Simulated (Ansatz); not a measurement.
**What DFT gives for BRh4Au**

```xyz
12
Lattice="5.0416 0.0000 0.0000 -2.5208 4.3662 0.0000 0.0000 0.0000 7.0308" Properties=species:S:1:pos:R:3 pbc="T T T"
Rh   -0.0003    2.9109    0.0000
Rh    2.5206    1.4552    0.0000
Au    0.0000    0.0000    0.0000
Rh    2.5208    0.0000    2.0178
Rh    1.2604    2.1831    2.0178
Rh   -1.2604    2.1831    2.0178
Rh   -1.2604    2.1831    5.0130
Rh    1.2604    2.1831    5.0130
Rh    2.5208    0.0000    5.0130
B    -0.0003    2.9109    3.5154
B     2.5206    1.4552    3.5154
Au    0.0000    0.0000    3.5154
```

The numbers come from plane-wave PAW DFT (Ansatz): PBE, no spin polarisation, 420 eV, 8×8×5 Γ-centred k points, fermi-dirac occupations (width 0.1 eV). Nothing was relaxed.

(1) Which atom feels the largest force, and which way?

(2) What is the formation energy?

(3) Is there a gap?

(4) What does the stress say?

Origin: a known structure type with other elements, at an estimated volume, so it need not be a known compound. Caveats: many states at the Fermi level without spin polarisation, so a magnetic state may lie lower; atoms or cell far from equilibrium.

## Answers

(1) The largest is on Rh6 (and as large on other atoms): 1.81 eV/Å, components (0.00, 0.00, 1.81). It makes 44° with the line to a nearest neighbour, B10 at 2.09 Å, pointing towards it.

(2) 0.46 eV an atom against the elements' usual phases (free molecules for gases, crystals otherwise, with no correction for O₂ or N₂), so at this geometry it isn't bound against them. Relaxing would lower it.

(3) It is a metal, with about 12 states/eV a cell as the mean within 0.25 eV of the Fermi level, mostly Rh d (83 %).

(4) The pressure is 34.1 GPa (compression positive), so with the atoms held at these fractions the cell would first expand; the forces are large, so a full relaxation may end otherwise. The principal stresses 33.6, 33.6, 35.1 GPa differ, so its shape would change too.
